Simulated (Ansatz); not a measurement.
The relaxed structure here is a generated cell of TiFe: the first start was made by placing the elements on the sites of a structure type, and the end was not matched to a known phase here, so it may be hypothetical. Known forms of TiFe include space group No. 221.

A relaxed structure of TiFe. Space group P6₃mc (No. 186). All values below come from PBEsol (plane waves to 420 eV, PAW, scalar-relativistic; Ansatz, a first-principles code).

```xyz
4
Lattice="2.7425 0.0000 0.0000 -1.3713 2.3751 0.0000 0.0000 0.0000 8.2521" Properties=species:S:1:pos:R:3 pbc="T T T"
Ti     1.3713     0.7917     3.6719
Ti     0.0000     1.5834     7.7980
Fe     1.3713     0.7917     1.4873
Fe     0.0000     1.5834     5.6134
```

Predict the magnetic moment from PBEsol.

Net 0.61 μB/atom, ferromagnetic.

Spin state reached: ferromagnetic (net 0.61 μB/atom), from parallel starting moments; other spin orders were not run from this start.

The run could not lose the symmetry of its start, so the end can be a saddle point.
